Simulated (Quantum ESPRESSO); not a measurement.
Al2InGaAs4, one run as intended and one with a planted mistake

Simulated, not a measurement. The program is pw.x of Quantum ESPRESSO 7.5 (plane-wave density functional theory). The cell is made up: 8 atoms on a zincblende/diamond lattice, with randomly drawn elements, strain and displacements, not relaxed. PseudoDojo standard norm-conserving files (v0.5 for PBE, v0.4.1 for LDA and PBEsol) set the functional; there is no spin polarisation, spin-orbit coupling or dispersion term, and the masses in the input are unused placeholders.

Intended input:

```
&control calculation='scf', pseudo_dir='./dojo.nc.sr.pbe.v0_5.standard.upf', outdir='./o', disk_io='low', tprnfor=.true., tstress=.true. /
&system ibrav=0, nat=8, ntyp=4, nbnd=52, ecutwfc=84.00895049, nosym=.true., tot_charge=0,
 occupations='smearing', smearing='fd', degauss=0.0018374661
/
&electrons conv_thr=7.350e-09, electron_maxstep=60, /
ATOMIC_SPECIES
Al 1.0 Al.upf
As 1.0 As.upf
Ga 1.0 Ga.upf
In 1.0 In.upf
CELL_PARAMETERS angstrom
5.8056 0.0 0.0
0.0 5.8056 0.0
0.0 0.0 5.8056
ATOMIC_POSITIONS angstrom
Al 0.0695 -0.0552 -0.0347
In -0.0005 2.902 2.8679
Ga 2.917 -0.0496 2.865
Al 2.8439 2.9241 -0.0236
As 1.4418 1.5406 1.4607
As 1.4559 4.3514 4.3936
As 4.2941 1.4655 4.3681
As 4.4393 4.3734 1.4466
K_POINTS automatic
4 4 4 1 1 1
```

The log is shortened where brackets say so; the opening notice, blank lines, dates and the lines on written files are dropped, and the path of the files is cut. It prints rydbergs, bohrs and kilobars, and counts compression as positive stress.

Log of the intended run:

```
     Program PWSCF v.7.5
     Parallel version (MPI & OpenMP), running on       4 processor cores
     Number of MPI processes:                 4
     Threads/MPI process:                     1
     [start-up lines left out]
     bravais-lattice index     =            0
     lattice parameter (alat)  =      10.9710  a.u.
     unit-cell volume          =    1320.4986 (a.u.)^3
     number of atoms/cell      =            8
     number of atomic types    =            4
     number of electrons       =        92.00
     number of Kohn-Sham states=           52
     kinetic-energy cutoff     =      84.0090  Ry
     charge density cutoff     =     336.0358  Ry
     scf convergence threshold =      7.3E-09
     mixing beta               =       0.7000
     number of iterations used =            8  plain     mixing
     Exchange-correlation= PBE
                           (   1   4   3   4   0   0   0)
     [axes and pseudopotential details left out]
   Cartesian axes
     site n.     atom                  positions (alat units)
         1        Al     tau(   1) = (   0.0119712  -0.0095081  -0.0059770  )
         2        In     tau(   2) = (  -0.0000861   0.4998622   0.4939886  )
         3        Ga     tau(   3) = (   0.5024459  -0.0085435   0.4934890  )
         4        Al     tau(   4) = (   0.4898546   0.5036689  -0.0040650  )
         5        As     tau(   5) = (   0.2483464   0.2653645   0.2516019  )
         6        As     tau(   6) = (   0.2507751   0.7495177   0.7567866  )
         7        As     tau(   7) = (   0.7396479   0.2524287   0.7523942  )
         8        As     tau(   8) = (   0.7646583   0.7533072   0.2491732  )
     number of k points=    32  Fermi-Dirac smearing, width (Ry)=  0.0018
                       cart. coord. in units 2pi/alat
        k(    1) = (   0.1250000   0.1250000   0.1250000), wk =   0.0625000
        k(    2) = (   0.1250000   0.1250000   0.3750000), wk =   0.0625000
     [further k points left out]
     Dense  grid:   137065 G-vectors     FFT dimensions: (  72,  72,  72)
     Estimated max dynamical RAM per process >     316.50 MB
     Estimated total dynamical RAM >       1.14 GB
     Initial potential from superposition of free atoms
     starting charge      91.9876, renormalised to      92.0000
     Starting wfcs are   62 randomized atomic wfcs
     total cpu time spent up to now is        4.9 secs
     per-process dynamical memory:   223.4 Mb
     Self-consistent Calculation
     iteration #  1     ecut=    84.01 Ry     beta= 0.70
     Davidson diagonalization with overlap
     ethr =  1.00E-02,  avg # of iterations =  4.2
     Threshold (ethr) on eigenvalues was too large:
     Diagonalizing with lowered threshold
     Davidson diagonalization with overlap
     ethr =  2.59E-04,  avg # of iterations =  3.6
     total cpu time spent up to now is       23.6 secs
     total energy              =   -1143.77596079 Ry
     estimated scf accuracy    <       0.24946947 Ry
     iteration #  2     ecut=    84.01 Ry     beta= 0.70
     Davidson diagonalization with overlap
     ethr =  2.71E-04,  avg # of iterations =  3.2
     total cpu time spent up to now is       32.8 secs
     total energy              =   -1143.82112974 Ry
     estimated scf accuracy    <       0.04726059 Ry
     [iterations 3 to 9 left out]
     iteration # 10     ecut=    84.01 Ry     beta= 0.70
     Davidson diagonalization with overlap
     ethr =  4.65E-11,  avg # of iterations =  2.0
     total cpu time spent up to now is      109.7 secs
     total energy              =   -1143.83305441 Ry
     estimated scf accuracy    <          9.0E-09 Ry
     iteration # 11     ecut=    84.01 Ry     beta= 0.70
     Davidson diagonalization with overlap
     ethr =  9.74E-12,  avg # of iterations =  3.0
     total cpu time spent up to now is      118.3 secs
     End of self-consistent calculation
     [lines on levels left out]
!    total energy              =   -1143.83305442 Ry
     estimated scf accuracy    <          2.0E-10 Ry
     smearing contrib. (-TS)   =      -0.00000000 Ry
     internal energy E=F+TS    =   -1143.83305442 Ry
     The total energy is F=E-TS. E is the sum of the following terms:
     one-electron contribution =    -682.52737031 Ry
     hartree contribution      =     389.71270803 Ry
     xc contribution           =    -276.42081511 Ry
     ewald contribution        =    -574.59757703 Ry
     convergence has been achieved in  11 iterations
     Forces acting on atoms (cartesian axes, Ry/au):
     atom    1 type  1   force =    -0.02143839    0.04373353    0.01312736
     atom    2 type  4   force =    -0.01676094   -0.00236252    0.04910168
     atom    3 type  3   force =    -0.00044967    0.02021953    0.00486285
     atom    4 type  1   force =     0.02948619   -0.00131781    0.01658769
     atom    5 type  2   force =     0.04717713   -0.07571235   -0.05104617
     atom    6 type  2   force =     0.02806960    0.02126658   -0.00468479
     atom    7 type  2   force =    -0.00707399   -0.03549979    0.02399282
     atom    8 type  2   force =    -0.05900994    0.02967283   -0.05194144
     Total force =     0.166113     Total SCF correction =     0.000070
     Computing stress (Cartesian axis) and pressure
          total   stress  (Ry/bohr**3)                   (kbar)     P=       23.91
   0.00015933  -0.00011435  -0.00007069           23.44      -16.82      -10.40
  -0.00011435   0.00015601   0.00000214          -16.82       22.95        0.32
  -0.00007069   0.00000214   0.00017223          -10.40        0.32       25.34
     init_run     :      4.61s CPU      4.78s WALL (       1 calls)
     electrons    :    112.94s CPU    113.44s WALL (       1 calls)
     forces       :      1.32s CPU      1.35s WALL (       1 calls)
     stress       :      4.47s CPU      4.47s WALL (       1 calls)
     [timing details left out]
     PWSCF        :   2m 3.53s CPU   2m 4.28s WALL
     JOB DONE.
```

A second run has one planted mistake: the smearing is too wide. The input lines that differ, file-writing options aside:

```
- &system ibrav=0, nat=8, ntyp=4, nbnd=52, ecutwfc=84.00895049, nosym=.true., tot_charge=0,
+ &system ibrav=0, nat=8, ntyp=4, nbnd=70, ecutwfc=84.00895049, nosym=.true., tot_charge=0,
-  occupations='smearing', smearing='fd', degauss=0.0018374661
+  occupations='smearing', smearing='fd', degauss=0.0543889968
```

Its log:

```
     Program PWSCF v.7.5
     Parallel version (MPI & OpenMP), running on       4 processor cores
     Number of MPI processes:                 4
     Threads/MPI process:                     1
     [start-up lines left out]
     bravais-lattice index     =            0
     lattice parameter (alat)  =      10.9710  a.u.
     unit-cell volume          =    1320.4986 (a.u.)^3
     number of atoms/cell      =            8
     number of atomic types    =            4
     number of electrons       =        92.00
     number of Kohn-Sham states=           70
     kinetic-energy cutoff     =      84.0090  Ry
     charge density cutoff     =     336.0358  Ry
     scf convergence threshold =      7.3E-09
     mixing beta               =       0.7000
     number of iterations used =            8  plain     mixing
     Exchange-correlation= PBE
                           (   1   4   3   4   0   0   0)
     [axes and pseudopotential details left out]
   Cartesian axes
     site n.     atom                  positions (alat units)
         1        Al     tau(   1) = (   0.0119712  -0.0095081  -0.0059770  )
         2        In     tau(   2) = (  -0.0000861   0.4998622   0.4939886  )
         3        Ga     tau(   3) = (   0.5024459  -0.0085435   0.4934890  )
         4        Al     tau(   4) = (   0.4898546   0.5036689  -0.0040650  )
         5        As     tau(   5) = (   0.2483464   0.2653645   0.2516019  )
         6        As     tau(   6) = (   0.2507751   0.7495177   0.7567866  )
         7        As     tau(   7) = (   0.7396479   0.2524287   0.7523942  )
         8        As     tau(   8) = (   0.7646583   0.7533072   0.2491732  )
     number of k points=    32  Fermi-Dirac smearing, width (Ry)=  0.0544
                       cart. coord. in units 2pi/alat
        k(    1) = (   0.1250000   0.1250000   0.1250000), wk =   0.0625000
        k(    2) = (   0.1250000   0.1250000   0.3750000), wk =   0.0625000
     [further k points left out]
     Dense  grid:   137065 G-vectors     FFT dimensions: (  72,  72,  72)
     Estimated max dynamical RAM per process >     378.25 MB
     Estimated total dynamical RAM >       1.38 GB
     Initial potential from superposition of free atoms
     starting charge      91.9876, renormalised to      92.0000
     Starting wfcs are   62 randomized atomic wfcs +    8 random wfcs
     total cpu time spent up to now is        5.4 secs
     per-process dynamical memory:   266.9 Mb
     Self-consistent Calculation
     iteration #  1     ecut=    84.01 Ry     beta= 0.70
     Davidson diagonalization with overlap
     ethr =  1.00E-02,  avg # of iterations =  6.2
     Threshold (ethr) on eigenvalues was too large:
     Diagonalizing with lowered threshold
     Davidson diagonalization with overlap
     ethr =  2.24E-04,  avg # of iterations =  7.4
     total cpu time spent up to now is       33.3 secs
     total energy              =   -1143.87897529 Ry
     estimated scf accuracy    <       0.20620692 Ry
     iteration #  2     ecut=    84.01 Ry     beta= 0.70
     Davidson diagonalization with overlap
     ethr =  2.24E-04,  avg # of iterations =  2.3
     total cpu time spent up to now is       44.9 secs
     total energy              =   -1143.91189799 Ry
     estimated scf accuracy    <       0.04911514 Ry
     [iterations 3 to 8 left out]
     iteration #  9     ecut=    84.01 Ry     beta= 0.70
     Davidson diagonalization with overlap
     ethr =  1.23E-10,  avg # of iterations =  3.1
     total cpu time spent up to now is      131.1 secs
     total energy              =   -1143.92617071 Ry
     estimated scf accuracy    <       0.00000002 Ry
     iteration # 10     ecut=    84.01 Ry     beta= 0.70
     Davidson diagonalization with overlap
     ethr =  1.77E-11,  avg # of iterations =  3.2
     total cpu time spent up to now is      142.9 secs
     End of self-consistent calculation
     [lines on levels left out]
!    total energy              =   -1143.92617071 Ry
     estimated scf accuracy    <          6.0E-09 Ry
     smearing contrib. (-TS)   =      -0.30488413 Ry
     internal energy E=F+TS    =   -1143.62128658 Ry
     The total energy is F=E-TS. E is the sum of the following terms:
     one-electron contribution =    -681.81260048 Ry
     hartree contribution      =     389.15891074 Ry
     xc contribution           =    -276.37001981 Ry
     ewald contribution        =    -574.59757703 Ry
     convergence has been achieved in  10 iterations
     Forces acting on atoms (cartesian axes, Ry/au):
     atom    1 type  1   force =    -0.01676353    0.03618340    0.01160121
     atom    2 type  4   force =    -0.01349317   -0.00037727    0.04640865
     atom    3 type  3   force =    -0.00381489    0.01325709    0.00219123
     atom    4 type  1   force =     0.02457718    0.00097319    0.01512667
     atom    5 type  2   force =     0.04511163   -0.06880534   -0.05095699
     atom    6 type  2   force =     0.02634716    0.02037820    0.00059968
     atom    7 type  2   force =    -0.00799645   -0.03137072    0.02755840
     atom    8 type  2   force =    -0.05396793    0.02976144   -0.05252886
     Total force =     0.154695     Total SCF correction =     0.000494
     Computing stress (Cartesian axis) and pressure
          total   stress  (Ry/bohr**3)                   (kbar)     P=       43.41
   0.00029127  -0.00012820  -0.00008722           42.85      -18.86      -12.83
  -0.00012820   0.00028859   0.00000225          -18.86       42.45        0.33
  -0.00008722   0.00000225   0.00030552          -12.83        0.33       44.94
     init_run     :      4.89s CPU      5.11s WALL (       1 calls)
     electrons    :    135.82s CPU    137.51s WALL (       1 calls)
     forces       :      1.62s CPU      1.66s WALL (       1 calls)
     stress       :      4.84s CPU      4.98s WALL (       1 calls)
     [timing details left out]
     PWSCF        :   2m27.53s CPU   2m29.66s WALL
     JOB DONE.
```

|  | intended run | run with the mistake |
| --- | --- | --- |
| free energy (eV) | -15562.642 | -15563.908 |
| smearing term -TS (eV) | 0.0000 | -4.1482 |
| pressure (GPa) | 2.39 | 4.34 |
| largest force component (eV/Å) | 1.947 | 1.769 |
| largest change of a force component (eV/Å) |  | 0.194 |
| iterations | 11 | 10 |

For scale, a rerun of the intended cell at 1437 eV and a 6 x 6 x 6 mesh moved values by no more than 0.011 eV in energy, 0.02 GPa in stress and 0.003 eV/Å in force. The number of bands, nbnd, was set by rule from the electron count and the smearing, so it follows the mistake.